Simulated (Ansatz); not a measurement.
Li (bcc (W type), Im-3m) under volume change, DFT-r²SCAN in the program Ansatz with PAW potentials, scaled uniformly.

```json
[
 {"V (Å³/atom)": "19.110", "E − E(relaxed) (meV/atom)": "8.0", "P (GPa)": "1.44"},
 {"V (Å³/atom)": "19.740", "E − E(relaxed) (meV/atom)": "3.4", "P (GPa)": "0.90"},
 {"V (Å³/atom)": "20.370", "E − E(relaxed) (meV/atom)": "…", "P (GPa)": "…"},
 {"V (Å³/atom)": "21.000", "E − E(relaxed) (meV/atom)": "0.0", "P (GPa)": "0.00"},
 {"V (Å³/atom)": "21.630", "E − E(relaxed) (meV/atom)": "…", "P (GPa)": "…"},
 {"V (Å³/atom)": "22.260", "E − E(relaxed) (meV/atom)": "2.8", "P (GPa)": "-0.69"},
 {"V (Å³/atom)": "22.890", "E − E(relaxed) (meV/atom)": "6.1", "P (GPa)": "-0.98"}
]
```

**Question.** Complete the blanks.

**Answer.** 
- 20.370, E − E(relaxed) (meV/atom): 0.8
- 20.370, P (GPa): 0.42
- 21.630, E − E(relaxed) (meV/atom): 0.7
- 21.630, P (GPa): -0.37

**Question.** What does a third-order Birch–Murnaghan fit give for V₀, B₀ and B′?

**Answer.** V₀ = 21.00 Å³/atom, B₀ = 13.1 GPa, B′ = 3.3.

The cell was relaxed with r²SCAN under the symmetry of its start.

Potentials: the earlier of the program's two PAW sets.
